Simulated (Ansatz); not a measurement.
MgS: deformation potentials from a series

```xyz
2
Lattice="0.0000 2.6016 2.6016 2.6016 0.0000 2.6016 2.6016 2.6016 0.0000" Properties=species:S:1:pos:R:3 pbc="T T T"
Mg    0.0000    0.0000    0.0000
S     2.6016    2.6016    2.6016
```

Atom numbers follow the list: Mg1, S2.

The conventional cell has a = 5.203 Å, b = 5.203 Å, c = 5.203 Å, α = 90.00°, β = 90.00°, γ = 90.00°. Around Mg (atom 1) lie 6 S at 2.60 Å. Around S (atom 2) lie 6 Mg at 2.60 Å.

The cell is COD entry 9008672, as deposited and not checked against the literature; nothing was relaxed.

Computed with DFT, PBEsol, all-electron LAPW, scalar-relativistic in Ansatz 0.2.0.

Settings: a Γ-centred 10×10×10 k mesh, Fermi–Dirac smearing of 0.03 eV, basis error target 0.25 meV/atom, no spin polarisation.

The cell is scaled evenly. Fractional coordinates are held (clamped ions).

Only quantities that a quadratic follows smoothly over the whole series are listed; rougher ones are left out.

```csv
ln(V/Vcell),direct gap at Γ (eV),smallest gap on mesh and path (eV)
-0.0619,4.095,2.826
-0.0408,3.920,2.785
-0.0202,3.753,2.744
-0.0101,3.673,2.724
0.0000,3.595,2.704
0.0100,3.518,2.684
0.0392,3.298,2.625
0.0583,3.160,2.585
```

Q: Fit the series and give the slopes at zero strain.

A: Least-squares fits y = p0 + p1 x + p2 x² to the rows give direct gap at Γ (eV): p1 = -7.76, p2 = 5.2; smallest gap on mesh and path (eV): p1 = -2, p2 = -0.55. So dEg/dln V = -7.8 eV for the direct gap at Γ, which isn't the fundamental gap here: that one has dEg/dln V = -2.0 eV. Semilocal gaps are too small, but their slopes carry over better.

Q: One run, at ln(V/Vcell) = 0.0198, is withheld. Predict its row.

A: The fits give 3.443, 2.664; the run gave 3.443, 2.664.
